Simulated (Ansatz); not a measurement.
## 17O NMR of the central transition in FeN₃ClO₃

Cell: a measured structure from the Crystallography Open Database (COD), ions relaxed with PBE at fixed cell.

Space group P6_3mc (No. 186); a = 7.1701, c = 6.0403 Å, γ = 120.00°.

| site | Wyckoff | site symmetry | x | y | z |
| --- | --- | --- | --- | --- | --- |
| Fe | 2b | 3m. | 0.6667 | 0.3333 | 0.2847 |
| N | 6c | .m. | 0.7921 | 0.5841 | 0.1831 |
| Cl | 2b | 3m. | 0.6667 | 0.3333 | 0.6564 |
| O | 6c | .m. | 0.8638 | 0.7277 | 0.0616 |

One atom of each set is listed.

Level of theory: DFT, PBE, plane waves and PAW, scalar-relativistic, collinear spin, 420 eV cutoff, Γ-centred 6×6×6 k-points, Fermi–Dirac smearing 0.05 eV (Ansatz 0.2.0). Start moments as typed (μB): 3 on each Fe, none on the rest.

17O has I = 5/2 and Q = -25.58 mb (Pyykkö 2018); at 18.8 T its Larmor frequency is ν₀ = 108.6 MHz. Only the quadrupole interaction is simulated: positions count from each site's isotropic chemical shift, and J coupling is left out, as are shift anisotropy and dipolar coupling, which fast spinning averages.

Q: What does the 17O spectrum (fast magic-angle spinning) show for each site?

A: 

```csv
site,first shell,C_Q (MHz),η,P_Q (MHz),δ_QIS (ppm),breadth (kHz)
O,1 N at 1.15 Å; also 1 Fe at 2.80 Å,4.44,0.92,5.03,-12.9,3.10
```

δ_QIS = −(ν_Q²/30ν₀²)[I(I+1) − 3/4](1 + η²/3) × 10⁶ ppm with ν_Q = 3|C_Q|/[2I(2I−1)]; it falls as 1/B₀² in ppm, and the breadth as 1/B₀ in kHz.

The start moments die out, and the run ends without spin.
